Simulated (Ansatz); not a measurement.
B6As:
```yaml
crystal:
  lattice:
    - [3.06137, 1.76748, 3.94788]
    - [-3.06137, 1.76748, 3.94788]
    - [0.00000, -3.53497, 3.94788]
  atoms:
    - { symbol: B, position: [0.01568, 0.01568, 0.32466] }
    - { symbol: B, position: [0.98432, 0.98432, 0.67534] }
    - { symbol: B, position: [0.32466, 0.01568, 0.01568] }
    - { symbol: B, position: [0.67534, 0.98432, 0.98432] }
    - { symbol: B, position: [0.01568, 0.32466, 0.01568] }
    - { symbol: B, position: [0.98432, 0.67534, 0.98432] }
    - { symbol: B, position: [0.82180, 0.27259, 0.82180] }
    - { symbol: B, position: [0.17820, 0.72741, 0.17820] }
    - { symbol: B, position: [0.82180, 0.82180, 0.27259] }
    - { symbol: B, position: [0.17820, 0.17820, 0.72741] }
    - { symbol: B, position: [0.27259, 0.82180, 0.82180] }
    - { symbol: B, position: [0.72741, 0.17820, 0.17820] }
    - { symbol: As, position: [0.60080, 0.60080, 0.60080] }
    - { symbol: As, position: [0.39920, 0.39920, 0.39920] }
```

Plane-wave PAW PBEsol (Ansatz code) gives a gap of 2.62 eV without spin–orbit coupling, maximum off the standard path, at k = (-0.010, -0.010, 0.193), minimum at L.

Question: What happens when spin–orbit coupling is switched on?

Answer: The gap hardly moves, to 2.62 eV; maximum off the standard path, at k = (-0.010, -0.010, 0.193), minimum at L.

Question: Give the electron effective mass with spin–orbit coupling.

Answer: 0.17, 0.58, 0.92 mₑ (principal values).

Question: Give the hole effective mass with spin–orbit coupling.

Answer: 0.38, 0.76, 8.9 mₑ (principal values).

Space group R-3m. The first step of the workflow began from a Materials Project structure, measured or hypothetical; the Crystallography Open Database copy checked does not list it. Its standing as an ambient phase is unchecked. Symmetry was held in the PBEsol relaxation; phonons on a q-mesh show no instability.

Potentials: the later of the program's two PAW sets.
